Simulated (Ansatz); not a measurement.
**Levels of theory for SiOS (Janus 1T monolayer)**

All numbers come from the plane-wave code Ansatz. No spin polarisation. The prototype was imposed, so other structures may be more stable.

Structure: SiOS as a Janus 1T monolayer, at its r2SCAN minimum. The sheet's in-plane cell has a = 2.990 Å, b = 2.990 Å (γ = 120.0°), and its outermost atoms lie 2.22 Å apart along the normal. Si is surrounded by 3 O at 1.93 Å and 3 S at 2.20 Å; O is surrounded by 3 Si at 1.93 Å; S is surrounded by 3 Si at 2.20 Å.

```
CELL_PARAMETERS angstrom
2.99029 0.00000 0.00000
-1.49515 2.58967 0.00000
0.00000 0.00000 28.40598
ATOMIC_POSITIONS crystal
Si 0.00000 0.00000 0.32273
O 0.33333 0.66667 0.35292
S 0.66667 0.33333 0.27485
```
Two periodic directions, a and b.

On this one geometry the levels give:
```tsv
level	k mesh	gap (eV)	kind	edges	least direct gap (eV)
LDA	12×12×1	1.25	direct	Γ	1.25
PBE	12×12×1	1.35	direct	Γ	1.35
r2SCAN	12×12×1	1.85	direct	Γ	1.85
r2SCANh	6×6×1	2.48	direct	Γ	2.48
HSE06	6×6×1	2.39	direct	Γ	2.39
PBE0	6×6×1	3.13	direct	Γ	3.13
r2SCAN0	6×6×1	3.44	direct	Γ	3.44
```
PBE: smearing of 0.02 eV; the others have fixed occupations.
Wave cutoffs: 420 eV, 500 eV (r2SCAN, r2SCANh, r2SCAN0).

HSE06 gives a direct gap of 2.39 eV at Γ.

r2SCAN covers 48 % of the step from PBE to HSE06, while HSE06 needs about 6 times r2SCAN's rough cost (on a coarser mesh). All these functionals give a gap of the same kind, direct.

The meshes of the hybrids are coarse, so their gaps aren't converged to the digits shown.
